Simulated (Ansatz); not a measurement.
GaSe:
```xyz
8
Lattice="3.7110 0.0000 0.0000 -1.8555 3.2138 0.0000 0.0000 0.0000 15.7394" Properties=species:S:1:pos:R:3 pbc="T T T"
Ga     0.0000     2.1425     2.7328
Ga     1.8555     1.0713    10.6025
Ga     1.8555     1.0713    13.0066
Ga     0.0000     2.1425     5.1369
Se     0.0000     2.1425     9.4396
Se     1.8555     1.0713     1.5699
Se     1.8555     1.0713     6.2998
Se     0.0000     2.1425    14.1696
```

Cartesian axes are those of the cell as given.

Q: Give the high-frequency dielectric tensor and the Born effective charge tensors of the independent atoms from DFPT, LDA in the plane-wave PAW code Ansatz.

A: 
ε∞:
```
8.54  0.00  0.00
0.00  8.54  0.00
0.00  0.00  7.22
```
Z* of atom 1 (Ga), rows: field, columns: displacement, in e:
```
2.15  0.00  0.00
0.00  2.15  0.00
0.00  0.00  0.91
```
Z* of atom 5 (Se), rows: field, columns: displacement, in e:
```
-2.15   0.00   0.00
 0.00  -2.15   0.00
 0.00   0.00  -0.91
```

Static charges for comparison (Bader): Ga1 +0.62, Se5 -0.62 e. Born charges measure polarisation by displacement and can exceed these by far.

Space group P6_3/mmc. Symmetry was held in the LDA relaxation. A crystal of weakly bound layers computed without a dispersion correction: the cell and the soft elastic constants depend strongly on that. Scalar-relativistic: spin–orbit coupling is off unless named, which matters more the heavier the elements.

Potentials: the later of the program's two PAW sets.
